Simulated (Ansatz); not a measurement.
**HfSiO4: gradients before and after relaxing the atoms**

Start: an entry of the Crystallography Open Database (COD).

Space group I4_1/amd:1 (No. 141); a = 6.5725, c = 5.9632 Å.

```
site  Wyckoff  site symmetry       x       y       z
  Hf       4a           -4m2  0.0000  0.5000  0.2500
  Si       4b           -4m2  0.5000  0.0000  0.2500
   O      16h            .m.  0.5000  0.3155  0.8198
```

One atom of each set is listed; the run and its k-mesh use a cell of 12 atoms with edges of 5.52, 5.52, 5.52 Å.

Computed with Ansatz: DFT, PBE, plane waves and PAW, scalar-relativistic, 420 eV cutoff, Γ-centred 5×5×5 k-points, Fermi–Dirac smearing 0.02 eV.

The largest force at the start is 0.34 eV/Å. Relaxing the ions at fixed cell moves them by 0.006 Å at most (atom 7, O) and 0.005 Å rms. End positions:

Hf (0.0000, 0.5000, 0.2500)
Si (0.5000, 0.0000, 0.2500)
O (0.5000, 0.3147, 0.8193)

| site | moved (Å) | first shell before | first shell after | V_zz before (10²¹ V/m²) | η before |
| --- | --- | --- | --- | --- | --- |
| Hf | 0.000 | 8 O at 2.11–2.26 Å | 8 O at 2.11–2.26 Å | 13.07 | 0.00 |
| Si | 0.000 | 4 O at 1.62 Å | 4 O at 1.63 Å | -2.11 | 0.00 |
| O | 0.006 | 1 Si at 1.62 Å, 2 Hf at 2.11–2.26 Å | 1 Si at 1.63 Å, 2 Hf at 2.11–2.26 Å | 4.69 | 0.87 |

Task: How do the gradients change?

Result: 

```json
{"site": "Hf", "V_zz after": "14.30", "η after": "0.00", "change of V_zz": "+1.23"}
{"site": "Si", "V_zz after": "-2.06", "η after": "0.00", "change of V_zz": "+0.05"}
{"site": "O", "V_zz after": "4.79", "η after": "0.86", "change of V_zz": "+0.10"}
```

The largest change of V_zz is on Hf, from 13.07 to 14.30. In per cent, |V_zz| changes by +9 on Hf, -3 on Si, +2 on O (all sites that start above 0.5).

At this cell the PBE pressure is 7 GPa, so with PBE the cell would grow if it were relaxed. Without spin–orbit coupling the gradients at and beside Hf can be off by some per cent, at some sites by more.
